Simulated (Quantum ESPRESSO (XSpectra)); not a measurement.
Se K-edge X-ray absorption spectrum (XANES) of GeSe (Pnma)

```cif
data_Ge4Se4
_chemical_formula_sum 'Ge4 Se4'
_space_group_name_H-M_alt 'P 1'
_space_group_IT_number 1
_cell_length_a 11.25603
_cell_length_b 3.78719
_cell_length_c 4.66436
_cell_angle_alpha 90.000
_cell_angle_beta 90.000
_cell_angle_gamma 90.000
loop_
_space_group_symop_operation_xyz
  'x, y, z'
loop_
_atom_site_label
_atom_site_type_symbol
_atom_site_fract_x
_atom_site_fract_y
_atom_site_fract_z
_atom_site_occupancy
Ge1 Ge 0.12910 0.25000 0.11900 1
Ge2 Ge 0.87090 0.75000 0.88100 1
Ge3 Ge 0.37090 0.75000 0.61900 1
Ge4 Ge 0.62910 0.25000 0.38100 1
Se1 Se 0.84928 0.25000 0.51547 1
Se2 Se 0.15072 0.75000 0.48453 1
Se3 Se 0.65072 0.75000 0.01547 1
Se4 Se 0.34928 0.25000 0.98453 1
```

Geometry: Materials Project entry mp-700 (a computed structure). The cell is the entry's, not relaxed again.

Absorber: atom 5, Se on Wyckoff site c (site symmetry .m.), with 3 Ge at 2.56 Å.

All values are from Quantum ESPRESSO (XSpectra) (LDA, full core hole, dipole K-edge X-ray absorption, plane waves, Troullier-Martins potentials made with ld1.x, scalar-relativistic, no spin, constant broadening).

32-atom cell (absorber images 7.6 Å apart), 35 Ry, k meshes 2×2×1 (SCF) and 2×2×2 (spectrum), Lorentzian half width 1.5 eV. The ground-state test found a gap, so occupations are fixed and the excited electron is left out (charged cell on a uniform background); energies count from the highest occupied level. Field directions run: x; y; z, weighted by the site's symmetry in the crystal. Intensities are scaled to a mean of 1 over 0–35 eV.

(E (eV), intensity (scaled)): (-5.0, 0.11); (-4.5, 0.12); (-4.0, 0.14); (-3.5, 0.15); (-3.0, 0.18); (-2.5, 0.21); (-2.0, 0.25); (-1.5, 0.30); (-1.0, 0.37); (-0.5, 0.48); (0.0, 0.62); (0.5, 0.81); (1.0, 1.04); (1.5, 1.24); (2.0, 1.38); (2.5, 1.45); (3.0, 1.45); (3.5, 1.38); (4.0, 1.28); (4.5, 1.17); (5.0, 1.07); (5.5, 1.00); (6.0, 0.96); (6.5, 0.94); (7.0, 0.94); (7.5, 0.95); (8.0, 0.98); (8.5, 1.00); (9.0, 1.02); (9.5, 1.02); (10.0, 1.02); (10.5, 1.02); (11.0, 1.02); (11.5, 1.02); (12.0, 1.01); (12.5, 1.01); (13.0, 0.99); (13.5, 0.97); (14.0, 0.96); (14.5, 0.95); (15.0, 0.95); (15.5, 0.96); (16.0, 0.95); (16.5, 0.94); (17.0, 0.92); (17.5, 0.91); (18.0, 0.91); (18.5, 0.90); (19.0, 0.91); (19.5, 0.92); (20.0, 0.94); (20.5, 0.97); (21.0, 0.99); (21.5, 1.00); (22.0, 1.01); (22.5, 1.00); (23.0, 1.01); (23.5, 1.01); (24.0, 1.01); (24.5, 1.02); (25.0, 1.02); (25.5, 1.01); (26.0, 0.99); (26.5, 0.97); (27.0, 0.95); (27.5, 0.94); (28.0, 0.93); (28.5, 0.93); (29.0, 0.93); (29.5, 0.92); (30.0, 0.92); (30.5, 0.92); (31.0, 0.92); (31.5, 0.93); (32.0, 0.94); (32.5, 0.93); (33.0, 0.92); (33.5, 0.93); (34.0, 0.93); (34.5, 0.95)

The absolute edge energy is not computed.
